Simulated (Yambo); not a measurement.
G0W0@PBEsol for CaO (rock salt, space group Fm-3m, No. 225) in Yambo. Reference settings: 6×6×6 Γ-centred k mesh, 64 bands and a 10 Ry block in the screening, 64 bands in G with the Bruneval-Gonze terminator, plasmon pole fitted at 27.2 eV. The PBEsol gap Γ → X on this mesh is 3.55 eV; G0W0 gaps are taken between the same points.

The settings were changed. The gap went from 5.95 eV to 5.89 eV, and the shift of the valence edge from -1.12 eV to -1.05 eV.

Which change was made?
(A) 23 bands in G, no terminator
(B) 23 bands in G
(C) no terminator
(D) wavefunctions cut at 25 Ry

D, wavefunctions cut at 25 Ry. The others gave (gap, valence shift): no terminator: 5.83, -0.84 eV; 23 bands in G: 6.02, -1.18 eV; 23 bands in G, no terminator: 5.71, -0.27 eV.

Geometry relaxed with PBEsol; primitive cell a = b = c = 3.3679 Å, α = β = γ = 60.00°.

A shift is the quasiparticle energy of the state minus its PBEsol energy.
